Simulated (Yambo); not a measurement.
MgLa2NiO6 (space group R-3, No. 148): one transition space (4×4×4 mesh, 16 valence and 8 conduction bands, Tamm-Dancoff) with different kernels in Yambo, on PBEsol orbitals; field along x. BSE alone uses the static screening with 85 bands and a 3 Ry block; its scissor and those of RPA and TDDFT come from G0W0, that of the TDHF-type run from bare exchange. Axes are Cartesian, with cell vectors (Å) (2.76, 1.60, 4.39), (-2.76, 1.60, 4.39), (0.00, -3.19, 4.39).

```tsv
kernel	scissor (eV)	direct gap with it (eV)	lowest state (eV)	rough cost
BSE (screened electron-hole attraction)	1.12	2.25	1.24 (dark)	1 (with the screening)
TDHF-type (unscreened attraction, exchange-only scissor)	10.68	11.81	0.94 (dark)	about 1/2
RPA (no attraction)	1.12	2.25	2.25 (dark)	about 1/4
```

Costs are rough.

RPA leaves the lowest state at the direct gap: no bound exciton. These are vertical excitations (zero momentum). Spin singlets only. Strong means a line over 3 % of the spectrum's maximum, dark under 0.03 %. Absolute energies carry the error of the G0W0 scissor, whose convergence isn't established; the long-wavelength screening was taken along (1,1,1) although the crystal is anisotropic. Convergence of the binding with the mesh was not shown.

Geometry of the Materials Project entry, not relaxed at this level; primitive cell a = 5.427 Å, b = 5.427 Å, c = 5.427 Å, α = 61.21°, β = 61.21°, γ = 61.21°.

The structure is a Materials Project entry; no match was found in the copy of COD used, and its stability was not checked.

The runs are not spin-polarised; magnetic order was not tried.
